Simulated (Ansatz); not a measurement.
Level of theory: Ansatz 0.2.0, DFT PBE, scalar-relativistic, plane waves, PAW. All cells share a 420 eV cutoff and Γ-centred k meshes spaced at most about 0.3 Å⁻¹ (about 0.25 or finer for metals, 2π included). No spin polarisation in the final relaxations.

All energies are static (0 K, no zero-point motion).

Compare these two cells of GaSi3S2, each relaxed at this level.

A. Space group Cmmm (No. 65), orthorhombic, a = 6.795 Å, b = 8.058 Å, c = 4.090 Å. Ga has 4 Si at 2.64 Å, 4 S at 3.04 Å and 2 Si at 3.40 Å; around Si on a site of symmetry mmm lie 4 Si at 2.64 Å, 4 S at 2.71 Å and 2 Ga at 3.40 Å; Si on a site of symmetry 2/m is surrounded by 2 Ga at 2.64 Å, 2 Si at 2.64 Å and 4 S at 2.67 Å; S has 6 Si at 2.67–2.71 Å and 2 Ga at 3.04 Å.

B. Space group P4/mmm (No. 123), tetragonal, a = 3.203 Å, c = 9.860 Å. Around Ga lie 8 Si at 3.05 Å, 2 S at 3.14 Å and 4 Ga at 3.20 Å; around Si on a site of symmetry 4/mmm lie 2 Si at 2.88 Å, 8 S at 2.89 Å and 4 Si at 3.20 Å; around Si on a site of symmetry 4mm lie 4 S at 2.51 Å, 1 Si at 2.88 Å, 4 Ga at 3.05 Å and 4 Si at 3.20 Å; S has 4 Si at 2.51 Å, 4 Si at 2.89 Å and 1 Ga at 3.14 Å.

Question: Which would you expect to be lower, and how large is the difference?

Answer: A is lower, by 81 meV/atom. A has space group Cmmm (No. 65), 18.7 Å³/atom and no gap on its mesh; B has space group P4/mmm (No. 123), 16.9 Å³/atom and no gap. The shortest distance is 2.64 Å (Ga–Si and Si–Si) in A and 2.51 Å (Si–S) in B. Even the lower one lies +0.31 eV/atom against the reference forms of the elements (uncorrected), so neither is stable at this level. Both come from invented guesses.

No dispersion correction is applied, so the spacing and binding between layers, chains or molecules are poorly described (P4/mmm), and this can change margins and order among such cells. In Cmmm, P4/mmm an odd number of electrons in the primitive cell allows no gap without spin; a larger cell or a magnetic state could open one. A magnetic state wasn't ruled out in cells without spin, among them Cmmm, P4/mmm. Cells relaxed within their symmetry can be saddle points.
